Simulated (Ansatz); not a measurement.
**Is this Na₄Cl structure stable?**

The structure comes from a generated guess, relaxed at this level; another structure or a mixture of phases may lie lower.

Level of theory: Ansatz 0.2.0, DFT PBE, scalar-relativistic, plane waves, PAW. Plane waves to 420 eV, an 8×8×8 mesh through Γ for the 5-atom cell and 0.10 eV Gaussian smearing; no spin polarisation.

```yaml
crystal:
  lattice:
    - [5.62781, 0.00000, 0.00000]
    - [0.00000, 5.62781, 0.00000]
    - [0.00000, 0.00000, 5.62781]
  atoms:
    - { symbol: Na, position: [0.50000, 0.50000, 0.50000] }
    - { symbol: Na, position: [0.50000, 0.00000, 0.00000] }
    - { symbol: Na, position: [0.00000, 0.50000, 0.00000] }
    - { symbol: Na, position: [0.00000, 0.00000, 0.50000] }
    - { symbol: Cl, position: [0.00000, 0.00000, 0.00000] }
```

Energies over the elements count from the elements' standard structures at the same level (Cl₂ as a molecule), with no fitted energy shifts.

Q: These tests were run: energy against the elements; phonons at Γ; elastic tensor. What do they show?

A:

```
                       test                       result
energy against the elements                −0.59 eV/atom
               phonons at Γ  lowest optical mode 56 cm⁻¹
             elastic tensor       least eigenvalue 4 GPa
```

It fails none of these tests outright. Other phases of the system weren't compared here, so this isn't yet thermodynamic stability. Phonons away from Γ weren't computed. Undecided within the accuracy: elastic tensor.

The run for the phonons used an 8×8×8 k mesh and Fermi–Dirac smearing of 0.15 eV. The run for the elastic tensor used an 8×8×8 k mesh and Fermi–Dirac smearing of 0.15 eV.
